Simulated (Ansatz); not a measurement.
NiSb (NiAs type, P6_3/mmc) at seven volumes, the program Ansatz at the PBEsol level (PAW), shape and atoms relaxed at each. One row is withheld.

| V (Å³/atom) | P (GPa) |
|---|---|
| 15.317 | 15.55 |
| 15.822 | 9.48 |
| 16.327 | 4.34 |
| 16.832 | 0.01 |
| 17.337 | -3.59 |
| 17.842 | -6.59 |
| 18.347 | ? |

Q: Fit the shown pressures and predict the withheld one.

A: P = (3/2)B₀(x^(7/2) − x^(5/2))[1 + (3/4)(B′ − 4)(x − 1)] with x = (V₀/V)^(2/3). Least squares on the six rows gives V₀ = 16.836 Å³/atom, B₀ = 131 GPa, B′ = 4.82. At V = 18.347, x = 0.9443 and P = -9.16 GPa. The run itself gave -9.10 GPa.

The cell was relaxed with PBEsol under the symmetry of its start; of distortions, only those at the zone centre were tested. The workflow began spin-polarised and lost its moments. Spin–orbit coupling is left out wherever it is not named.

Potentials: the later of the program's two PAW sets.
